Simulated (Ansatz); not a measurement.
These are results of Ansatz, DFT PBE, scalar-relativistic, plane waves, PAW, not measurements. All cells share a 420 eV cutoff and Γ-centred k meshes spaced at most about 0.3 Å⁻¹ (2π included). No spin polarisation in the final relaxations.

All energies are static (0 K, no zero-point motion).

Compare these two cells of Sn2PbS3, each relaxed at this level.

A.

```
CELL_PARAMETERS angstrom
-2.08863 2.08863 8.86024
2.08863 -2.08863 8.86024
2.08863 2.08863 -8.86024
ATOMIC_POSITIONS crystal
Sn 0.66786 0.66786 0.00000
Sn 0.33214 0.33214 0.00000
Pb 0.00000 0.00000 0.00000
S 0.82990 0.82990 0.00000
S 0.50000 0.50000 0.00000
S 0.17010 0.17010 0.00000
```

B.

```
CELL_PARAMETERS angstrom
2.07226 -5.97592 0.00000
2.07226 5.97592 0.00000
0.00000 0.00000 12.51640
ATOMIC_POSITIONS crystal
Sn 0.36929 0.63071 0.58364
Sn 0.36929 0.63071 0.91636
Sn 0.63071 0.36929 0.41636
Sn 0.63071 0.36929 0.08364
Pb 0.37360 0.62640 0.25000
Pb 0.62640 0.37360 0.75000
S 0.14516 0.85484 0.25000
S 0.15278 0.84722 0.57913
S 0.15278 0.84722 0.92087
S 0.84722 0.15278 0.42087
S 0.85484 0.14516 0.75000
S 0.84722 0.15278 0.07913
```

Question: Which would you expect to be lower, and how large is the difference?

Answer: B is lower, by 11 meV/atom. A has Sn and Pb ordered on rock salt sites, space group I4/mmm (No. 139), 25.8 Å³/atom and a gap of 0.16 eV on its mesh; B has space group Cmcm (No. 63), 25.8 Å³/atom and a gap of 0.46 eV. Counting S atoms around Pb and Sn (those within 1.25 times the shortest such distance or 1.15 times the sum of covalent radii; a plus sign parts nearer from farther groups), A has Sn 6, Pb 6 and B has Sn 1+4, Pb 1+4. Both come from invented guesses.

No dispersion correction is applied, so the spacing and binding between layers, chains or molecules are poorly described (Cmcm), and this can change margins and order among such cells. These runs have no spin–orbit coupling, which can matter for Pb. Kohn–Sham gaps at this level usually fall short of measured ones. The missing spin–orbit coupling can work the other way here. Cells relaxed within their symmetry can be saddle points.
